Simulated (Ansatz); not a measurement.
## Sb, one cell by several methods

```
CELL_PARAMETERS angstrom
0.00000 2.30500 2.37415
2.30500 0.00000 2.37415
2.30500 2.30500 0.00000
ATOMIC_POSITIONS crystal
Sb 0.00000 0.00000 0.00000
```

The cell comes from COD entry 9013009, which wasn't checked; take it as a given geometry. The listed cell was then made from it by scaling, straining or moving an atom.

No spin–orbit coupling, which matters for the heavy atoms here.

Levels of theory: DFT, PBEsol, PAW with Ansatz's default frozen-core files, scalar-relativistic (Ansatz 0.2.0); DFT, PBEsol, all-electron LAPW, scalar-relativistic (Ansatz 0.2.0).

For PAW: a Γ-centred 12×12×12 k mesh, Fermi–Dirac smearing of 0.05 eV, cutoff 420 eV, no spin polarisation; the PAW files were made with PBE, and the program remakes their frozen cores for this functional. LAPW targets a basis error of 1 meV/atom. The Ansatz runs share mesh, smearing and spin set-up. Plane-wave (PAW) pressures include the program's estimate of the Pulay term.

Stress and pressure are positive in compression.

PAW results:

```
       quantity   PAW
 pressure (GPa)  2.83
stress xx (GPa)  2.47
stress zz (GPa)  3.53
```

Question: What does LAPW (all electrons) give for the same quantities?

Answer: 
```
       quantity  LAPW
 pressure (GPa)  2.84
stress xx (GPa)  2.49
stress zz (GPa)  3.54
```
